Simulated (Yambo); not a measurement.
**Convergence of the G0W0 gap of NaHF$_{2}$**

G0W0@PBEsol for NaHF2 (space group R-3m, No. 166) in Yambo. Reference settings: 4×4×4 Γ-centred k mesh, bands 2 to 87 and a 8 Ry block in the screening, 87 bands in G with the Bruneval-Gonze terminator, plasmon pole fitted at 27.2 eV. The PBEsol gap Z → Γ on this mesh is 6.91 eV; G0W0 gaps are taken between the same points.

| change from the reference | G0W0 gap Z → Γ (eV) | shift of the valence edge (eV) | rough Yambo cost |
|---|---|---|---|
| reference settings | 11.56 | -3.24 | 1 |
| 56 bands in G | 11.56 | -3.24 | – |
| 33 bands in G | 11.58 | -3.25 | – |
| 42 bands in W | 11.69 | -3.17 | about 1/3 |
| 3 Ry block | 11.92 | -3.71 | within a factor of two |
| 2 Ry block | 12.63 | -4.40 | within a factor of two |
| 7 Ry block | 11.57 | -3.26 | within a factor of two |
| no terminator | 11.45 | -3.07 | – |
| 56 bands in G, no terminator | 11.36 | -2.94 | – |

The reference isn't shown to be the converged limit. Costs are rough (shared machines), scaled to the same edge states, and given only for runs that recompute the screening.

Geometry relaxed with PBE+D3(BJ); primitive cell a = 5.018 Å, b = 5.018 Å, c = 5.018 Å, α = 40.50°, β = 40.50°, γ = 40.50°.

A shift is the quasiparticle energy of the state minus its PBEsol energy.
